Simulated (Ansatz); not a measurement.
An Ansatz (a program for electronic structure) run. Input:

Ansatz 0.2 input:
```yaml
crystal:
  lattice:
    - [0.0, 2.227687429, 2.227687429]
    - [2.227687429, 0.0, 2.227687429]
    - [2.227687429, 2.227687429, 0.0]
  atoms:
    - { symbol: N, position: [0.75, 0.75, 0.75] }
    - { symbol: Ga, position: [0.0, 0.0, 0.0] }
kpoints:
  mp_grid: { grid: [10, 10, 10] }
hamiltonian:
  xc: lda
  pseudopotentials: { kind: paw }
scf:
  occupations: { method: fixed }
phonons:
  method: dfpt
  response_accuracy: low
  qmesh: [5, 5, 5]
  interpolated_qmesh: [21, 21, 21]
  dielectric: true
  rigid_motions: translations
  temperatures: { t_max: 1000, t_step: 50 }
  qpath:
    path:
      - [[0.0, 0.0, 0.0], [0.5, 0.0, 0.5], [0.625, 0.25, 0.625]]  # Γ-X-U
      - [[0.375, 0.375, 0.75], [0.0, 0.0, 0.0], [0.5, 0.5, 0.5], [0.5, 0.25, 0.75], [0.5, 0.0, 0.5]]  # K-Γ-L-W-X
    npoints: 13
```

Output (shortened):

```
WARN phonons: the dynamical matrix that this run interpolates holds no multipole term above the dipole-dipole one, and a site of this crystal is no centre of …
Pseudopotential: N, paw, valence charge 5
Pseudopotential: Ga, paw, valence charge 13
Functional definition: SPW92
Crystal: 2 atoms, lattice volume = 22.110 Å³
Basis set: ecut = 420 eV, 411 PW (Γ), exchange–correlation on 48×48×48 points (8 copies of the dense FFT grid, shifted against one another)
Bands: 13, of which v1, the nominal top of the filled ones, is band 9 counted from 1 (8 counted from 0)
Symmetry: 24 space group operations
k-points: 171 of 1000 (irreducible under 4 space group operations, time reversal used)
SCF iter   1: F=—  HF=-4082.094005 eV  |F-HF|=—  |Δ(HF+E_count)|=         —  Δρ=1.30e-2  dr2=3.51e-2  ethr=1.77e-3  ⟨swp⟩=4.4  Hψ=10258  notcnv=0  defer=252
preconditioner: auto → none
SCF iter   2: F=—  HF=-4082.085413 eV  |F-HF|=—  |Δ(HF+E_count)|=   8.59e-3  Δρ=6.30e-3  dr2=5.96e-3  ethr=1.95e-4  ⟨swp⟩=2.5  Hψ=4743  notcnv=0  defer=340
SCF iter   3: F=—  HF=-4082.083576 eV  |F-HF|=—  |Δ(HF+E_count)|=   1.84e-3  Δρ=1.69e-3  dr2=2.54e-4  ethr=3.31e-5  ⟨swp⟩=2.1  Hψ=3061  notcnv=0  defer=340
SCF iter   4: F=—  HF=-4082.083477 eV  |F-HF|=—  |Δ(HF+E_count)|=   9.93e-5  Δρ=5.86e-4  dr2=2.40e-5  ethr=1.41e-6  ⟨swp⟩=2.9  Hψ=4018  notcnv=0  defer=340
SCF iter   5: F=—  HF=-4082.083461 eV  |F-HF|=—  |Δ(HF+E_count)|=   1.55e-5  Δρ=3.56e-5  dr2=1.37e-7  ethr=1.33e-7  ⟨swp⟩=2.1  Hψ=3655  notcnv=0
SCF iter   6: F=—  HF=-4082.083460 eV  |F-HF|=—  |Δ(HF+E_count)|=   1.35e-6  Δρ=7.61e-6  dr2=6.29e-9  ethr=7.62e-10  ⟨swp⟩=2.3  Hψ=3573  notcnv=0
SCF iter   7: F=—  HF=-4082.083460 eV  |F-HF|=—  |Δ(HF+E_count)|=   1.21e-9  Δρ=1.62e-6  dr2=2.64e-10  ethr=3.50e-11  ⟨swp⟩=2.4  Hψ=3143  notcnv=0
SCF iter   8: F=-4082.083460 eV  HF=-4082.083460 eV  |F-HF|=4.55e-13  |Δ(HF+E_count)|=  2.77e-11  Δρ=3.93e-8  dr2=1.02e-13  ethr=1.00e-12  ⟨swp⟩=5.9  Hψ=11149  notcnv=0
SCF 1 converged in 8 iterations: F = -4082.083460 eV  dr2 = 1.02e-13
NSCF: frozen V_eff on 2 k-points
DFPT response loops at Γ: preconditioner auto → none (the input reference at scf.mixing.eps_inf says where Resta's filter doesn't serve); β = 0.50 …
── the response to a field inside a basis, on 10×10×10 k-points: an SCF that follows is theirs, and a resumed run solves both again ──
Crystal: 2 atoms, lattice volume = 22.110 Å³
Bands: 10, of which v1, the nominal top of the filled ones, is band 9 counted from 1 (8 counted from 0)
k-points: 110 of 1000 (irreducible under 6 space group operations, time reversal used)
SCF iter   1: F=—  HF=-4082.088142 eV  |F-HF|=—  |Δ(HF+E_count)|=         —  Δρ=7.49e-4  dr2=1.99e-5  ethr=1.00e-1
preconditioner: auto → none
SCF iter   2: F=—  HF=-4082.088142 eV  |F-HF|=—  |Δ(HF+E_count)|=   2.47e-7  Δρ=3.81e-4  dr2=7.87e-6  ethr=1.10e-7
SCF iter   3: F=—  HF=-4082.088144 eV  |F-HF|=—  |Δ(HF+E_count)|=   2.35e-6  Δρ=1.64e-4  dr2=4.53e-6  ethr=4.37e-8
SCF iter   4: F=-4082.088143 eV  HF=-4082.088143 eV  |F-HF|=2.97e-10  |Δ(HF+E_count)|=   1.61e-6  Δρ=1.60e-5  dr2=1.63e-8  ethr=2.51e-8
SCF 1 converged in 4 iterations: F = -4082.088143 eV  dr2 = 1.63e-8
DFPT response loops at Γ: mixed as the last ones told, above
WARN: field response: ε∞ stands inside a basis, on 10×10×10 points …
NSCF: frozen V_eff on 47 k-points
NSCF: frozen V_eff on 1100 k-points
DFPT response loops at q = (0, 0, 0.2) (fractional): mixed as the last ones told, above
NSCF: frozen V_eff on 1100 k-points
DFPT response loops at q = (0, 0, 0.4) (fractional): preconditioner auto → Resta (q_TF=auto, 2.636 Å⁻¹)  ε∞=5.5 (no band partly filled) …
NSCF: frozen V_eff on 610 k-points
DFPT response loops at q = (0, 0.2, 0.2) (fractional) …
NSCF: frozen V_eff on 2000 k-points
DFPT response loops at q = (0, 0.2, 0.4) (fractional): mixed as the last ones told, above
NSCF: frozen V_eff on 2000 k-points
DFPT response loops at q = (0, 0.2, -0.4) (fractional): preconditioner auto → Resta (q_TF=auto, 2.636 Å⁻¹)  ε∞=5.5 (no band partly filled) …
NSCF: frozen V_eff on 1100 k-points
DFPT response loops at q = (0, 0.2, -0.19999999999999996) (fractional) …
NSCF: frozen V_eff on 610 k-points
DFPT response loops at q = (0, 0.4, 0.4) (fractional): mixed as the last ones told, above
NSCF: frozen V_eff on 1100 k-points
DFPT response loops at q = (0, 0.4, -0.4) (fractional): preconditioner auto → Resta (q_TF=auto, 2.636 Å⁻¹)  ε∞=5.5 (no band partly filled) …
NSCF: frozen V_eff on 1100 k-points
DFPT response loops at q = (0.2, 0.4, -0.4) (fractional) …
SCF converged after 8 iterations
Free energy (F): -4082.083460 eV
Harris-Foulkes:  -4082.083460 eV  (|F-HF|=4.55e-13)
Internal energy: -4082.083460 eV  (E = F + TS)
E sigma→0 (E₀):  -4082.083460 eV
Fermi energy:    9.817689 eV
--- Per-component energies (eV) ---
  E_band       = -4.650789
  E_kinetic    = 247.964070
  E_local      = -1926.081667  (includes V_loc(G=0)·N_el)
  E_nonlocal   = 477.638981
  E_hartree    = 885.613376
  E_xc         = -128.240098
  E_vxc        = -134.716954  (∫ρ·V_xc dr)
  E_paw        = -2034.957401  (= ΣΔE_a)
  E_vpaw       = -440.681970  (= ΣTr[D̂ρ^β])
  E_aug_tail   = 0.000005  (compensation charges beyond the density's cutoff)
  E_ewald      = -1605.829250
  E_core_change = 1.808524  (= ΣΔE_core)
  E_smearing   =  0.000000  (= −TS)
  E_closure    = 0.000000  (closes the sum)
  Σ components = -4082.083460   (vs F -4082.083460, Δ=0.00e0)
  [band-id]    e_kinetic+e_local+e_nonlocal+2·e_hartree+e_vxc+e_vpaw+e_augmentation_tail = -4.650784   (vs E_band -4.650789, Δ=5.76e-6)
--- Band table (eV; the first three rows and the last of 171) ---
  k-point 0: bands = ["-6.2938", "-3.8117", "-3.8117", "-3.8117", "-3.4607", "-3.4607", "9.8177", "9.8177", "9.8177", "11.7728", "20.1499", "20.1499", "20.1499"]
  k-point 1: bands = ["-6.1754", "-3.7968", "-3.7968", "-3.7730", "-3.4622", "-3.4622", "8.7346", "9.7037", "9.7037", "12.5871", "19.6489", "20.3203", "20.3203"]
  k-point 2: bands = ["-5.8777", "-3.7622", "-3.7622", "-3.6043", "-3.4611", "-3.4611", "6.8723", "9.4260", "9.4260", "13.6460", "18.8705", "20.5922", "20.5922"]
  k-point 170: bands = ["-5.1736", "-3.6676", "-3.6128", "-3.4679", "-3.4448", "-1.3670", "3.7926", "5.6288", "6.7318", "16.1047", "18.0510", "19.8712", "21.5549"]
--- Phonons (Γ-DFPT): 2 representative perturbations + reference, on 171 of 1000 k-points (Σ response iterations 6) ---
  ASR residual: 1.055e-5 → 0.000e0 eV/Å²; symmetrization residual: 4.827e-6 eV/Å²
  ASR residual per site (eV/Å²): 1.06e-5 2.02e-6
  Γ frequencies (cm⁻¹): 0.00 0.00 0.00 552.83 552.83 552.83
  ε∞ (high-frequency dielectric tensor):
        5.767070     0.000000     0.000000
        0.000000     5.767070     0.000000
        0.000000     0.000000     5.767070
  ε⁰ (static dielectric tensor: ions relaxed, cell fixed):
       10.096997     0.000000     0.000000
        0.000000    10.096997     0.000000
        0.000000     0.000000    10.096997
  ε⁰ − ε∞ (ionic part):
        4.329927     0.000000     0.000000
        0.000000     4.329927     0.000000
        0.000000     0.000000     4.329927
  softest optical mode at Γ: 552.83 cm⁻¹; the repairs (sum rule, projections) moved no ω² at Γ by more than (0.88 cm⁻¹)²
  Born effective charges Z* (e; rows j = field, columns β = displacement):
    site 0:
        -2.63353    0.00000    0.00000
         0.00000   -2.63353    0.00000
         0.00000    0.00000   -2.63353
    site 1:
         2.63353    0.00000    0.00000
         0.00000    2.63353    0.00000
         0.00000    0.00000    2.63353
  Z* charge neutrality: 7.647e-4 e pre-enforcement
  solved inside a basis spanned on kpoints, on 10×10×10 k-points, its susceptibility summed on 14×14×14 …
  optical modes at Γ without the LO–TO term, one row a degenerate level:
      ω (cm⁻¹)  modes    IR ((D/Å)²/amu)
        552.83      3            41.1546
  optical modes at Γ + LO–TO along q̂ = [1.0000, 0.0000, 0.0000]:
      ω (cm⁻¹)  modes    IR ((D/Å)²/amu)
        552.83      2            27.4364
        731.49      1            13.7182
  optical modes at Γ + LO–TO along q̂ = [0.0000, 1.0000, 0.0000]:
      ω (cm⁻¹)  modes    IR ((D/Å)²/amu)
        552.83      2            27.4364
        731.49      1            13.7182
  optical modes at Γ + LO–TO along q̂ = [0.0000, 0.0000, 1.0000]:
      ω (cm⁻¹)  modes    IR ((D/Å)²/amu)
        552.83      2            27.4364
        731.49      1            13.7182
  non-analytic LO–TO correction: the dipole-dipole term of the run's Born effective charges and high-frequency dielectric tensor (where they are solved with …
--- Phonons (arbitrary-q DFPT): 10 irreducible q on the 5×5×5 mesh ---
  q = [0.0000, 0.0000, 0.0000] (star 1, of the zone-centre solve; hermiticity 7.36e-7, symmetrization 4.69e-14): 0.00 0.00 0.00 552.83 552.83 552.83
  q = [0.0000, 0.0000, 0.2000] (star 8, 2 solved perturbations on 550 of 1000 k-point pairs; hermiticity 1.12e-6, symmetrization 7.73e-13): 89.06 89.06 199.26 563.21 563.21 721.66
  q = [0.0000, 0.0000, 0.4000] (star 8, 2 solved perturbations on 550 of 1000 k-point pairs; hermiticity 1.28e-6, symmetrization 2.26e-13): 132.32 132.32 324.25 575.24 575.24 701.84
  q = [0.0000, 0.2000, 0.2000] (star 6, 4 solved perturbations in 970 linear systems a pass and spin channel, the states on 305 of 1000 k-point pairs; hermiticity 1.33e-6, symmetrization 6.42e-12): 129.12 129.12 193.51 580.06 580.06 721.59
  q = [0.0000, 0.2000, 0.4000] (star 24, 4 solved perturbations in 3100 linear systems a pass and spin channel, the states on 1000 of 1000 k-point pairs; hermiticity 1.50e-6, symmetrization 9.21e-14): 160.79 182.32 287.15 593.46 609.24 701.58
  q = [0.0000, 0.2000, -0.4000] (star 24, 4 solved perturbations in 3100 linear systems a pass and spin channel, the states on 1000 of 1000 k-point pairs; hermiticity 1.11e-6, symmetrization 1.14e-13): 160.65 210.45 314.07 587.81 629.69 691.49
  q = [0.0000, 0.2000, -0.2000] (star 12, 4 solved perturbations in 1710 linear systems a pass and spin channel, the states on 550 of 1000 k-point pairs; hermiticity 1.59e-6, symmetrization 7.34e-14): 125.28 183.11 258.52 570.52 611.33 706.63
  q = [0.0000, 0.4000, 0.4000] (star 6, 4 solved perturbations in 970 linear systems a pass and spin channel, the states on 305 of 1000 k-point pairs; hermiticity 1.37e-6, symmetrization 7.76e-12): 186.73 186.73 326.59 611.76 611.76 694.90
  q = [0.0000, 0.4000, -0.4000] (star 12, 4 solved perturbations in 1710 linear systems a pass and spin channel, the states on 550 of 1000 k-point pairs; hermiticity 1.46e-6, symmetrization 1.66e-13): 187.22 230.04 324.80 608.75 638.61 685.66
  q = [0.2000, 0.4000, -0.4000] (star 24, 6 solved perturbations on 550 of 1000 k-point pairs; hermiticity 1.69e-6, symmetrization 1.02e-11): 196.00 231.94 302.80 612.89 637.47 686.81
  sum rule: each row above includes the acoustic sum rule's correction from the zone centre's row sums; it moved no ω² by more than (0.45 cm⁻¹)²
  mesh force constants: q→R imaginary residual 0.00e0; ASR residual 1.055e-5 → 0.000e0 eV/Å²; symmetrization residual 1.421e-14 eV/Å²
  interpolated dispersion: 81 rows × 6 modes
  density of states and harmonic sums: on the 21×21×21 q-mesh, interpolated from the force constants of a 5×5×5 supercell (with the dipole–dipole term)
  largest difference from the sums on the solved wave vectors: F 5.12e-3 eV, S 7.19e-6 and C_V 2.02e-6 eV/K
  zero-point energy: 0.157562 eV/cell   skipped modes (ω ≤ 0): 3   left out of the sums: 5.40e-5 of the cell's modes …
```

Cost: roughly 4 core-minutes on shared cores.

Space group F-43m (zinc blende). The cell was relaxed with LDA under the symmetry of its start. Spin–orbit coupling is left out wherever it is not named.

Potentials: the later of the program's two PAW sets.

Ansatz is a plane-wave DFT program.
